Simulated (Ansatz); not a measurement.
Data sheet: HfIr₃ (DFT)

HfIr$_{3}$:
```cif
data_HfIr3
_chemical_formula_sum 'Hf1 Ir3'
_space_group_name_H-M_alt 'Pm-3m'
_space_group_IT_number 221
_space_group_name_Hall '-P 4 2 3'
_cell_length_a 3.89921
_cell_length_b 3.89921
_cell_length_c 3.89921
_cell_angle_alpha 90.000
_cell_angle_beta 90.000
_cell_angle_gamma 90.000
loop_
_atom_site_label
_atom_site_type_symbol
_atom_site_symmetry_multiplicity
_atom_site_Wyckoff_symbol
_atom_site_fract_x
_atom_site_fract_y
_atom_site_fract_z
_atom_site_occupancy
Hf1 Hf 1 a 0.00000 0.00000 0.00000 1
Ir1 Ir 3 c 0.00000 0.50000 0.50000 1
```

Space group Pm-3m (No. 221), Cu3Au type; conventional cell a = b = c = 3.899 Å, α = β = γ = 90.00°.

Method: the program Ansatz at the LDA level (PAW). The cell and atoms are relaxed at this level. Other levels are named where they apply.

### Cell and energy

| Property | Value |
|---|---|
| Volume per atom | 14.82 Å³ |
| Density | 21.15 g/cm³ |
| Formation energy from the elements (no fitted shifts) | -0.79 eV/atom |

### Electronic structure

| Item | Value |
|---|---|
| Electronic character | metallic (no gap) |
| Density of states at the Fermi level | 0.70 states/eV per atom (mean over ±0.08 eV) |

### Mechanics

| Item | Result |
|---|---|
| Bulk modulus (Birch–Murnaghan fit) | 322 GPa |
| Pressure derivative B′ | 4.7 |
| Elastic constants (relaxed ions, GPa) | C11 = 475, C12 = 247, C44 = 236 |
| Mechanical stability | stable (all eigenvalues of C positive) |
| Hill bulk and shear moduli | 323 and 176 GPa |
| Young's modulus | 447 GPa |
| Poisson's ratio | 0.27 |
| Debye temperature from the elastic constants | 389 K |

### Phonons

| Item | Value |
|---|---|
| Highest zone-centre frequency | 5.46 THz |
| Zone-centre stability | no imaginary mode at Γ |

The first step of the workflow began from a Materials Project structure, measured or hypothetical; the Crystallography Open Database files this formula in space group No. 221, but the cells were not matched. Its standing as an ambient phase is unchecked. Symmetry was held in the LDA relaxation. The run is not spin-polarised. As this level gives no gap, shear constants depend on the k-mesh and smearing (Fermi–Dirac, 0.1 eV here). As this level gives no gap, phonon frequencies hold no LO–TO term and depend on the k-mesh and smearing (Fermi–Dirac, 0.1 eV here). The references are the lowest solids computed at this level, not always the standard phases. Spin–orbit coupling is left out wherever it is not named.

Potentials: the later of the program's two PAW sets.
